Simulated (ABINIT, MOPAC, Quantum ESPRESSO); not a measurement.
**TaF3: equilibrium volume by level of theory**

Symmetry: Pm-3m, No. 221, cubic system. Conventional cell: a = 3.901 Å, b = 3.901 Å, c = 3.901 Å, α = 90.00°, β = 90.00°, γ = 90.00°. Ta (site symmetry m-3m) is surrounded by 6 F at 1.95 Å. F (site symmetry 4/mmm) has 2 Ta at 1.95 Å as nearest neighbours.

```tsv
rung	level	program and potentials	cutoff (eV)	k mesh	smearing	task	core time	chip	equilibrium volume (Å³/atom)	notes
tight binding or semi-empirical	PM7	MOPAC, the method's own minimal valence basis	-	1 × 1 × 1	none	equation of state	13 s	Arm Neoverse V1	14.63	coarse mesh; Γ point of a 2 × 2 × 2 supercell
GGA + dispersion	PBEsol+D3(BJ)	Quantum ESPRESSO, GBRV 1.5 PBEsol	762	7 × 7 × 7	fermi-dirac 0.05	relaxation of cell and atoms	1.8 min	AMD EPYC 9R45 Zen 5	16.82	-
GGA + dispersion	PBEsol+D4	Quantum ESPRESSO, GBRV 1.5 PBEsol	762	7 × 7 × 7	fermi-dirac 0.05	relaxation of cell and atoms	1.8 min	AMD EPYC 9R45 Zen 5	16.88	-
GGA + dispersion	PBEsol+D3(zero damping)	Quantum ESPRESSO, GBRV 1.5 PBEsol	762	7 × 7 × 7	fermi-dirac 0.05	relaxation of cell and atoms	1.8 min	AMD EPYC 9R45 Zen 5	(a)	-
non-local van der Waals functional	PBEsol+rVV10	Quantum ESPRESSO, GBRV 1.5 PBEsol	762	7 × 7 × 7	fermi-dirac 0.05	relaxation of cell and atoms	2.2 min	AMD EPYC 9R45 Zen 5	16.64	-
LDA	LDA	ABINIT, PseudoDojo NC SR LDA v0.4.1 standard	1143	5 × 5 × 5	fermi-dirac 0.05	relaxation of cell and atoms	4.6 min	Arm Neoverse V1	16.17	-
```

Times are single runs on shared hosts and different chips, so they are rough; meshes, cutoffs and the tasks' sizes weigh on the time. All rows: no spin polarisation. Smearing widths are in eV. For a metal such meshes aren't converged. Meshes differ between rows, which moves values too. Meshes are those of the run's cell of 4 atoms unless a note names another. Relaxations start from the cell shown or near it and stop with a little pressure left. Runs on faulty files, with rough fits or with known faults for this quantity aren't shown. No row holds spin-orbit coupling.

Q: Estimate the value left out from the other rows.

A: (a) 16.85 Å³/atom.
